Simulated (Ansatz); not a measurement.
SrTiO3 (cubic perovskite), relaxed and computed with several functionals in Ansatz (plane waves, PAW). Much of their spread follows the volume that each gives.

```tsv
functional	V (Å³/atom)	B₀ by P(V) fit (GPa)
LDA	11.46	202
r²SCAN	11.93	189
PBE	12.20	170
PBEsol	11.79	186
HSE06	11.82	?
```

Fit a straight line to ln B₀ against ln V and predict the withheld value.

Least squares on the 4 shown rows: ln B₀ = -2.59 × ln V + (11.629), with a scatter of 2.0 %. For HSE06 this gives 187. The run itself gave 194, a miss of 3.6 % of that.

Unstable at this level: SrTiO3, cubic perovskite with LDA; SrTiO3, cubic perovskite with r²SCAN; SrTiO3, cubic perovskite with PBEsol. All cells were relaxed under the symmetry of their starts (and spin orders); stability against distortions was not tested throughout. Named crystals with no word on spin ran without spin polarisation. Scalar-relativistic: spin–orbit coupling is off unless named, which matters more the heavier the elements.

Potentials: the earlier of the program's two PAW sets. The files were generated under PBE; for other functionals the program regenerates the frozen cores, and for LDA and PBEsol the local potential too.

Ansatz (a quantum-chemistry and plane-wave program) is a plane-wave DFT program.
